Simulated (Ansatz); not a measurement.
A geometry of BeAu away from equilibrium: the start of the relaxation of a relaxed BeAu cell shaken by Gaussian noise of σ = 0.08 Å a coordinate. These are PBE (plane waves to 420 eV, PAW, scalar-relativistic; Ansatz, a quantum-chemistry and plane-wave program) values and carry that method's errors. Γ-centred k-mesh 9×9×4 on the run's cell (coarser than for final values), Fermi–Dirac smearing 0.05 eV.

```xyz
8
Lattice="3.5096 0.0000 0.0000 0.0000 3.5096 0.0000 0.0000 0.0000 8.7384" Properties=species:S:1:pos:R:3 pbc="T T T"
Au    -0.0474     0.0796     4.1590
Au    -0.0414    -0.0973     8.5743
Au     0.1007     1.6003     2.1316
Au     1.6139    -0.0891     6.3913
Be     1.7939     1.7744     3.6748
Be     1.7558     1.8062     8.0852
Be    -0.0342     1.6279     5.8353
Be     1.6428    -0.0150     1.5369
```

Task: Which atoms carry the largest force, and which way does it point?

Result: 2.91 eV/Å, on Au3 (atoms numbered as listed); on Au3 its components are (-0.31, 1.72, -2.32).

Task: What is the pressure?

Result: +3.9 GPa, compression positive.

Task: How far above the relaxed end point is this geometry?

Result: 0.13 eV/atom; the path ends in Pmm2 (No. 25).

No spin polarisation in the result.

The end of the path is a generated cell of BeAu: the first start was made by a random draw of sites in a space group, and the end was not matched to a known phase here, so it may be hypothetical.
